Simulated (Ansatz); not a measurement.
SnGe (rock salt, space group No. 225), DFT-PBE in the program Ansatz with PAW potentials, all energies at zero smearing, with the estimated change up to a 700 eV cutoff added, with one set of potentials and settings (totals compare only within such a set). Cell of 2 atoms (1 Sn, 1 Ge): -10318.859 eV.

```
element             reference phase  E (eV/atom)
-------  --------------------------  -----------
Sn       Fd-3m, 2 atoms in the cell   -6024.2128
Ge       Fd-3m, 2 atoms in the cell   -4294.9847
```

Formation energy per atom, worked out: (-10318.859 − 1×(-6024.2128) − 1×(-4294.9847))/2 = 0.169 eV/atom (16 kJ per mol of atoms), at 0 K, without zero-point energy or fitted corrections.

Space group Fm-3m (rock salt). A made-up cell: these elements were put on the sites of a structure type; neither database checked (COD, Materials Project) lists it. Whether it is the stable phase at ambient conditions was not checked. The cell was relaxed with PBE under the symmetry of its start; its stability against distortions is not shown here. The references are the lowest solids computed at this level, not always the standard phases. Scalar-relativistic: spin–orbit coupling is off unless named, which matters more the heavier the elements.

Potentials: the later of the program's two PAW sets.
